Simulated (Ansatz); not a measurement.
SiO$_{2}$ (space group P4_32_12)

```
CELL_PARAMETERS angstrom
      4.94583     0.00000     0.00000
      0.00000     4.94583     0.00000
      0.00000     0.00000     6.87356
ATOMIC_POSITIONS crystal
  Si 0.19586 0.19586 0.00000
  Si 0.30414 0.69586 0.75000
  Si 0.80414 0.80414 0.50000
  Si 0.69586 0.30414 0.25000
  O  0.61285 0.73741 0.68310
  O  0.76259 0.11285 0.43310
  O  0.38715 0.26259 0.18310
  O  0.23741 0.88715 0.93310
  O  0.11285 0.76259 0.56690
  O  0.26259 0.38715 0.81690
  O  0.88715 0.23741 0.06690
  O  0.73741 0.61285 0.31690
```

The atoms are displaced by Q × the pattern below (from a DFPT mode at Γ, largest move 1; Q in Å), at fixed cell.

```json
[
 {"atom": "Si1", "x": "-0.379", "y": "0.379", "z": "-0.236"},
 {"atom": "Si2", "x": "0.379", "y": "0.379", "z": "0.236"},
 {"atom": "Si3", "x": "0.379", "y": "-0.379", "z": "-0.236"},
 {"atom": "Si4", "x": "-0.379", "y": "-0.379", "z": "0.236"},
 {"atom": "O5", "x": "-0.778", "y": "-0.188", "z": "0.599"},
 {"atom": "O6", "x": "-0.188", "y": "0.778", "z": "-0.599"},
 {"atom": "O7", "x": "0.778", "y": "0.188", "z": "0.599"},
 {"atom": "O8", "x": "0.188", "y": "-0.778", "z": "-0.599"},
 {"atom": "O9", "x": "-0.778", "y": "0.188", "z": "-0.599"},
 {"atom": "O10", "x": "-0.188", "y": "-0.778", "z": "0.599"},
 {"atom": "O11", "x": "0.778", "y": "-0.188", "z": "-0.599"},
 {"atom": "O12", "x": "0.188", "y": "0.778", "z": "0.599"}
]
```

All values below come from LDA (plane waves to 420 eV, PAW, scalar-relativistic; Ansatz, an electronic-structure program). k mesh 6×6×4 (Γ-centred), Fermi-Dirac smearing 0.05 eV. The energy includes the smearing's −TS. SiO2 was relaxed with its symmetry unable to fall. The zero of ΔE is the undisplaced structure.

| Q (Å) | ΔE (meV/cell) |
|---|---|
| -0.180 | 13284 |
| -0.120 | 5487 |
| -0.060 | 1310 |
| 0.000 | 0 |
| 0.060 | 1310 |
| 0.120 | 5487 |
| 0.180 | 13284 |

**Question.** Which DFPT wavenumber at Γ belongs to this mode?
A) 1081 cm⁻¹
B) 45 cm⁻¹
C) 413 cm⁻¹
D) 609 cm⁻¹

**Answer.** A, 1081 cm⁻¹. The curvature of the scan gives 1081 cm⁻¹

(For displaced atoms, the force is minus the slope of the energy, and its curvature is a force constant, which sets phonon frequencies.)
